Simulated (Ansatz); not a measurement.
Y (dhcp (α-La type), P6_3/mmc) is relaxed with the program Ansatz at the r²SCAN level (PAW). What lattice parameters of the conventional cell result?

a = 3.631 Å, c = 11.780 Å.

These are the values of the symmetrised cell.

The first step of the workflow began from a Materials Project structure, measured or hypothetical. Its sites differ from those of the usual phase in this space group: another stacking or structure type. Symmetry was held in the r²SCAN relaxation, as lowered by the spin order; whether a distortion lowers the energy is not shown. Spin order of the final state: antiferromagnetic, chosen from 4 collinear starts compared on coarse meshes (ties went to the first, and starts can fall back to one state), not a proven ground state. Other orbital occupations within this spin state were not tried. Axis ratios of metals converge slowly with the k-mesh, so a and c are less sure than the volume.

Potentials: the later of the program's two PAW sets.
